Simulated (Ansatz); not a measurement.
SnRu3C (anti-perovskite, Pm-3m) under volume change, r²SCAN in the plane-wave PAW code Ansatz, scaled uniformly.

```
V (Å³/atom)  E − E(relaxed) (meV/atom)     P (GPa)
-----------  -------------------------  ----------
12.248                      (withheld)  (withheld)
12.652                            45.0       18.96
13.055                            10.6        8.67
13.459                             0.0        0.00
13.863                             9.4       -7.29
14.267                      (withheld)  (withheld)
14.670                            76.2      -18.54
```

Task: Some entries are withheld; supply them.

Result: 
- 14.267, E − E(relaxed) (meV/atom): 35.8
- 14.267, P (GPa): -13.41
- 12.248, E − E(relaxed) (meV/atom): 107.8
- 12.248, P (GPa): 31.20

Task: What does a third-order Birch–Murnaghan fit give for V₀, B₀ and B′?

Result: V₀ = 13.46 Å³/atom, B₀ = 264 GPa, B′ = 4.8.

The start of the workflow was typed in or built on a structure type; neither database checked (COD, Materials Project) lists it. Whether it is the stable phase at ambient conditions was not checked. The cell was relaxed with r²SCAN under the symmetry of its start; its stability against distortions is not shown here. No spin polarisation was allowed. Spin–orbit coupling is left out wherever it is not named.

Potentials: the earlier of the program's two PAW sets.
